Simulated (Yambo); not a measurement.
CdI2 (CdI2 type, space group P-3m1, No. 164), G0W0@PBEsol in Yambo with this input:

```
rim_cut
gw0
dyson
el_el_corr
HF_and_locXC
ppa
em1d
RandQpts= 1000000
RandGvec= 1 Ry
EXXRLvcs= 102 Ry
VXCRLvcs= 408 Ry
Chimod= "HARTREE"
% BndsRnXp
 5 | 211 |
%
NGsBlkXp= 8 Ry
% LongDrXp
 1.0 | 1.0 | 1.0 |
%
PPAPntXp= 27.2114 eV
% GbndRnge
 1 | 211 |
%
GTermKind= "BG"
DysSolver= "n"
ExtendOut
```

On a 3×3×2 mesh, with wavefunctions cut at 102 Ry, the gap (A → Γ) is 3.666 eV and the valence edge shifts by -0.895 eV.

What happens with this change: 3 Ry block?

The gap falls by 0.156 eV, to 3.510 eV; the shift of the valence edge becomes -0.588 eV. Neither run is shown to be the converged limit. The mesh misses a band edge: along a dense path the PBEsol gap is 2.24 eV against 2.32 eV on the mesh.

Spin-orbit coupling is not included.

Geometry relaxed with PBE+D3(BJ); primitive cell a = 4.2421 Å, b = 4.2421 Å, c = 6.8172 Å, α = 90.00°, β = 90.00°, γ = 120.00°.

A shift is the quasiparticle energy of the state minus its PBEsol energy.
